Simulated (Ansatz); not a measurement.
## One relaxed cell of YSbPb2O6 at several levels

A database entry relaxed whole under r2SCAN at zero pressure (C2/c, No. 15):

```
CELL_PARAMETERS angstrom
5.11279 -2.92876 0.00378
5.11279 2.92876 0.00378
-3.25865 0.00000 9.65269
ATOMIC_POSITIONS crystal
Y 0.74710 0.25290 0.25000
Y 0.25290 0.74710 0.75000
Sb 0.00000 0.50000 0.00000
Sb 0.50000 0.00000 0.50000
Pb 0.34608 0.91892 0.12737
Pb 0.08108 0.65392 0.37263
Pb 0.65392 0.08108 0.87263
Pb 0.91892 0.34608 0.62737
O 0.89681 0.30465 0.08506
O 0.69535 0.10319 0.41494
O 0.10319 0.69535 0.91494
O 0.30465 0.89681 0.58506
O 0.11258 0.18558 0.84997
O 0.81442 0.88742 0.65003
O 0.88742 0.81442 0.15003
O 0.18558 0.11258 0.34997
O 0.32859 0.35778 0.61554
O 0.64222 0.67141 0.88446
O 0.67141 0.64222 0.38446
O 0.35778 0.32859 0.11554
```

Its volume is 14.46 Å³ an atom, +0.9 % against the entry's 14.33, a measured cell (2014, 300 K).

Single points on this cell with plane-wave PAW DFT (Ansatz 0.2.0; r2SCAN 500 eV, hybrids 420 eV; fermi-dirac occupations of width 0.020 eV; no moments): r2SCAN on a 4×4×4 Γ-centred mesh; r2SCAN with spin-orbit coupling on a 2×2×2 Γ-centred mesh; HSE06 on a 2×2×2 Γ-centred mesh; PBE0 on a 2×2×2 Γ-centred mesh.

Q: What does each level give for gap and charges?

A: The runs give:

```csv
level,"gap (eV), or kind",pressure (GPa),Bader charge of Y (e),Bader charge of Sb (e),Bader charge of Pb (e),Bader charge of O (e)
r2SCAN,3.31,0.0,+2.25,+3.07,+1.37,-1.34
r2SCAN with spin-orbit coupling,3.03,0.2,+2.26,+3.06,+1.34,-1.33
HSE06,3.97,-0.6,+2.28,+3.07,+1.42,-1.36
PBE0,4.67,-0.6,+2.28,+3.07,+1.42,-1.36
```

Under r2SCAN the gap is 3.31 eV, over mesh and band path. HSE06 moves it by +0.66 eV and PBE0 by +1.36 eV; PBE0 keeps its exact exchange at long range, which widens the gap over HSE06's by 0.70 eV on their common mesh. Spin-orbit coupling moves the r2SCAN gap by -0.28 eV, which the hybrid values lack.

Caveats: the relaxation kept the start's symmetry; HSE06 is read on its mesh and at the zone's corners, PBE0 on its mesh alone; hybrid pressures are good to a few tenths of a GPa; pressure is positive in compression.
